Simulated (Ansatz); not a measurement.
SiO$_{2}$:
```
SiO2
1.0
    4.98173     0.00000     0.00000
    0.00000     4.98173     0.00000
    0.00000     0.00000     6.91953
Si O
4 8
Direct
  0.19778   0.19778   0.00000
  0.30222   0.69778   0.75000
  0.80222   0.80222   0.50000
  0.69778   0.30222   0.25000
  0.60882   0.73825   0.68123
  0.76175   0.10882   0.43123
  0.39118   0.26175   0.18123
  0.23825   0.89118   0.93123
  0.10882   0.76175   0.56877
  0.26175   0.39118   0.81877
  0.89118   0.23825   0.06877
  0.73825   0.60882   0.31877
```

Cartesian axes are those of the cell as given.

Task: Give the high-frequency dielectric tensor and the Born effective charge tensors of the independent atoms from DFPT, r²SCAN in the plane-wave PAW code Ansatz.

Result: 
ε∞:
```
2.21  0.00  0.00
0.00  2.21  0.00
0.00  0.00  2.20
```
Z* of atom 1 (Si), rows: field, columns: displacement, in e:
```
 3.36   0.02   0.17
 0.02   3.36  -0.17
-0.33   0.33   3.31
```
Z* of atom 5 (O), rows: field, columns: displacement, in e:
```
-2.30  -0.22   0.79
-0.16  -1.06   0.08
 0.79   0.21  -1.65
```

Static charges for comparison (Bader): Si1 +3.37, O5 -1.68 e. Born charges measure polarisation by displacement and can exceed these by far.

Space group P4_32_12. The workflow started from a Materials Project entry (that database holds measured and hypothetical structures alike); the Crystallography Open Database files this formula in space group No. 96, but the cells were not matched. It is not the phase usual at ambient conditions (space group No. 92, 152, 154). The cell was relaxed with r²SCAN under the symmetry of its start; its stability against distortions is not shown here.

Potentials: the earlier of the program's two PAW sets. The files were generated under PBE; for other functionals the program regenerates the frozen cores, and for LDA and PBEsol the local potential too.
